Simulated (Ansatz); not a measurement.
Bi:
```
CELL_PARAMETERS angstrom
      6.39017     0.00000     0.00000
      0.00000     3.19357     0.00000
      0.00000     0.00000     3.19251
ATOMIC_POSITIONS crystal
  Bi 0.25000 0.00000 0.48531
  Bi 0.75000 0.00000 0.51469
```

Relaxed with LDA. Special points in fractions of this cell's reciprocal vectors: Γ (0.000, 0.000, 0.000); X (0.500, 0.000, 0.000); S (0.500, 0.500, 0.000); Y (0.000, 0.500, 0.000); Z (0.000, 0.000, 0.500); U (0.500, 0.000, 0.500); R (0.500, 0.500, 0.500); T (0.000, 0.500, 0.500).

Problem. List the band energies nearest the Fermi level at these points for LDA in the plane-wave PAW code Ansatz.

Solution. In eV from the Fermi level; about four levels below and three above (degenerate sets whole), none deeper than 8.9 eV; points with the same levels are listed once.

| k | below | above |
|---|---|---|
| Γ | -5.26 | 3.24 3.26 3.27 |
| X | -1.91 -1.91 | 4.11 4.11 4.12 4.12 |
| S | -4.47 -4.47 | 0.18 0.18 5.43 5.43 |
| Y | -5.27 -3.31 -3.29 | 2.67 5.27 5.30 |
| Z | -5.27 -3.32 -3.28 | 2.64 5.29 5.31 |
| U | -4.48 -4.48 | 0.19 0.19 5.43 5.43 |
| R | -2.53 -2.53 -2.52 -2.52 | 2.24 2.24 3.45 3.45 |
| T | -3.30 -3.30 -1.46 -1.45 -1.42 | 2.68 5.40 5.44 |

Space group Pmma. The workflow started from a Materials Project entry (that database holds measured and hypothetical structures alike); the Crystallography Open Database copy checked does not list it. It is not the phase usual at ambient conditions (space group No. 166). The cell was relaxed with LDA under the symmetry of its start; of distortions, only those at the zone centre were tested. Spin–orbit coupling is left out wherever it is not named.

Potentials: the later of the program's two PAW sets.
